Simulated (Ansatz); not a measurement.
VIr₃ (Cu3Au type, Pm-3m) at seven volumes, DFT-LDA in the program Ansatz with PAW potentials, scaled uniformly. One row is withheld.

```
V (Å³/atom)  P (GPa)
-----------  -------
12.214         43.87
12.617         26.66
13.020         12.18
13.422          0.00
13.825        -10.23
14.228             ?
14.630        -25.99
```

Q: Fit the shown pressures and predict the withheld one.

A: Third-order Birch–Murnaghan: P = (3/2)B₀(x^(7/2) − x^(5/2))[1 + (3/4)(B′ − 4)(x − 1)] with x = (V₀/V)^(2/3). Least squares on the six rows gives V₀ = 13.423 Å³/atom, B₀ = 370.9 GPa, B′ = 4.78. At V = 14.228, x = 0.9619 and P = -18.80 GPa. The run itself gave -18.81 GPa.

The first step of the workflow began from a Materials Project structure, measured or hypothetical; the Crystallography Open Database files this formula in space group No. 221, but the cells were not matched. Whether it is the stable phase at ambient conditions was not checked. The LDA relaxation kept the symmetry of its start; whether a distortion lowers the energy is not shown. No spin polarisation was allowed. Spin–orbit coupling is left out wherever it is not named.

Potentials: the later of the program's two PAW sets.
